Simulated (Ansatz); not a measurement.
## MgV2PbO2F8, one structure, two calculations

Cell: a Materials Project structure (computed, not necessarily an observed phase).

```
Mg V Pb O F
1.0
     5.16223    0.00000    0.00000
    -0.06468    5.81814    0.00000
    -1.94354   -1.82699    6.72204
Mg V Pb O F
1 2 1 2 8
Cartesian
  2.9661 -0.0199 2.8374
  0.4457 0.7047 5.1211
  2.7322 3.2825 1.6463
  3.2326 3.7732 6.3800
  1.3365 0.7683 3.7230
  2.2655 3.5705 3.1998
  1.0589 -0.9819 5.7875
  1.8979 5.0798 1.1726
  -1.1930 -0.2279 4.5388
  4.2632 4.5705 1.8885
  -0.6553 2.2815 5.0565
  3.6527 1.5731 1.9148
  1.6703 1.6359 6.3815
  1.4358 2.4062 0.4876
```

Atoms are numbered from 1 in the order listed; like atoms form one site, named after its first atom.

First run. Computed with Ansatz: DFT, PBE, plane waves and PAW, scalar-relativistic, collinear spin, 420 eV cutoff, Γ-centred 5×4×4 k-points, Fermi–Dirac smearing 0.02 eV. Start moments as typed (μB): 1 on each V, none on the rest.

| site | atom | V_zz (10²¹ V/m²) | η | m (μB) |
| --- | --- | --- | --- | --- |
| Mg | 1 | 0.82 | 0.74 | 0.00 |
| V2 | 2 | 5.69 | 0.88 | 0.72 |
| V3 | 3 | 2.99 | 0.73 | 0.72 |
| Pb | 4 | -15.17 | 0.67 | 0.00 |
| O5 | 5 | 1.30 | 0.28 | -0.08 |
| O6 | 6 | -2.23 | 0.66 | -0.09 |
| F7 | 7 | 9.21 | 0.42 | 0.02 |
| F8 | 8 | -7.82 | 0.85 | 0.01 |
| F9 | 9 | -7.49 | 0.96 | 0.01 |
| F10 | 10 | 7.04 | 0.62 | 0.01 |
| F11 | 11 | 10.27 | 0.37 | 0.01 |
| F12 | 12 | 8.35 | 0.50 | 0.02 |
| F13 | 13 | -7.20 | 0.82 | 0.01 |
| F14 | 14 | 7.38 | 0.91 | 0.01 |

Second run. The same atoms and settings, except that the functional is r2SCAN and the cutoff is 500 eV.

Question: Given the first result, estimate the second.

Answer: 

| site | atom | V_zz | η | change of V_zz | m (μB) |
| --- | --- | --- | --- | --- | --- |
| Mg | 1 | 0.83 | 0.72 | +0.01 | 0.00 |
| V2 | 2 | 6.56 | 0.75 | +0.87 | 0.76 |
| V3 | 3 | 3.32 | 0.54 | +0.33 | 0.77 |
| Pb | 4 | -14.56 | 0.66 | +0.61 | 0.00 |
| O5 | 5 | 1.25 | 0.59 | -0.05 | -0.12 |
| O6 | 6 | -1.87 | 0.76 | +0.36 | -0.14 |
| F7 | 7 | 9.08 | 0.42 | -0.13 | 0.02 |
| F8 | 8 | -7.62 | 0.82 | +0.20 | 0.01 |
| F9 | 9 | -7.30 | 0.97 | +0.19 | 0.01 |
| F10 | 10 | 6.88 | 0.64 | -0.16 | 0.01 |
| F11 | 11 | 10.05 | 0.37 | -0.22 | 0.01 |
| F12 | 12 | 8.17 | 0.50 | -0.18 | 0.02 |
| F13 | 13 | -6.97 | 0.81 | +0.23 | 0.01 |
| F14 | 14 | 7.27 | 0.92 | -0.11 | 0.01 |

The largest change of V_zz is on V2, from 5.69 to 6.56. In per cent, |V_zz| changes by +2 on Mg, +11 to +15 on V, -4 on Pb, -16 to -4 on O, -3 to -1 on F (all sites that start above 0.5). Where |V_zz| stays above 0.1, η moves most on O5, from 0.28 to 0.59. The absolute magnetisation of the cell goes from 2.5 to 2.7 μB.

The program didn't check the stability of this electronic state in full, so a lower one may lie near. All moments are parallel here, as the start or the cell imposes; many such compounds order antiparallel, where fields and spin densities carried over to other atoms largely cancel. The magnetic order is the one that the run reached from its start moments, not necessarily the measured one.
For the first run: The largest force is 1.5 eV/Å, so the atoms aren't at the calculated equilibrium and relaxing them would move these values. Spin–orbit coupling is left out, which shifts gradients on Pb by a few per cent in wide-gap crystals, and can shift them far more where the calculated gap is small or absent, as here. With a gap of 1.0 eV on this mesh, small gradients can still move by 0.1 × 10²¹ V/m² or more as the k-mesh gets denser.
For the second run: At this cell the r2SCAN pressure is -6 GPa, so with r2SCAN the cell would shrink if it were relaxed. The entry's cell may itself be off. The largest force is 2.0 eV/Å, so the atoms aren't at the calculated equilibrium and relaxing them would move these values. Spin–orbit coupling is left out, which shifts gradients on Pb by a few per cent, and by more where contributions nearly cancel.
